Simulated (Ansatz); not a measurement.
### Question
Each is relaxed and computed with r²SCAN in the plane-wave PAW code Ansatz. Which is the only metal?
A) Zr3Si2, P4/mbm (Zr on 4h, Zr on 2a, Si on 4g)
B) ZrSe3, P2_1/m (Zr on 2e, Se on 2e, Se on 2e, Se on 2e)
C) SiO2, P3_121 (Si on 3a, O on 6c)
D) In2Si2O7, C2/m (Pearson symbol mS22)

### Answer
A, Zr3Si2, P4/mbm (Zr on 4h, Zr on 2a, Si on 4g). Zr3Si2: metal; ZrSe3: gap 0.81 eV (indirect); SiO2: gap 6.60 eV (indirect); In2Si2O7: gap 3.63 eV (direct). Standing as an ambient phase not checked: Zr3Si2, P4/mbm (Zr on 4h, Zr on 2a, Si on 4g); ZrSe3, P2_1/m (Zr on 2e, Se on 2e, Se on 2e, Se on 2e); In2Si2O7, C2/m (Pearson symbol mS22). Weakly bound layers, chains or molecules computed without a dispersion correction, so cells and soft constants are ill determined: ZrSe3, P2_1/m (Zr on 2e, Se on 2e, Se on 2e, Se on 2e). All cells were relaxed under the symmetry of their starts (and spin orders); stability against distortions was not tested throughout. Rows with no word on spin ran without spin polarisation. Spin–orbit coupling is left out wherever it is not named.

Potentials: the later of the program's two PAW sets.
